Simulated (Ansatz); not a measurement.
As:
```
As
1.0
    0.00000     3.00059     3.00059
    3.00059     0.00000     3.00059
    3.00059     3.00059     0.00000
As
2
Direct
  0.00000   0.00000   0.00000
  0.25000   0.25000   0.25000
```

Relaxed with PBEsol. Special points in fractions of this cell's reciprocal vectors: Γ (0.000, 0.000, 0.000); X (0.500, 0.000, 0.500); U (0.625, 0.250, 0.625); K (0.375, 0.375, 0.750); L (0.500, 0.500, 0.500); W (0.500, 0.250, 0.750).

List the band energies nearest the Fermi level at these points for PBEsol (plane waves, PAW; program Ansatz).

In eV from the Fermi level; about four levels below and three above (degenerate sets whole), none deeper than 8.9 eV; points with the same levels are listed once.

| k | below | above |
|---|---|---|
| Γ | -5.70 -2.14 -2.14 -2.14 | 0.65 0.65 0.65 |
| X | -4.25 -4.25 -0.70 -0.70 | 5.34 5.34 7.70 7.70 |
| U | -5.00 -3.94 -0.59 | 1.55 3.92 4.20 |
| L | -3.12 -3.12 -2.69 | 1.91 1.91 5.11 |
| W | -4.70 -4.70 | 1.17 1.17 3.08 3.08 |

Space group Fd-3m (diamond). The start of the workflow was typed in or built on a structure type; neither database checked (COD, Materials Project) lists it. It is not the phase usual at ambient conditions (space group No. 166). Symmetry was held in the PBEsol relaxation. At this level the phase is mechanically unstable. Scalar-relativistic: spin–orbit coupling is off unless named, which matters more the heavier the elements.

Potentials: the later of the program's two PAW sets.
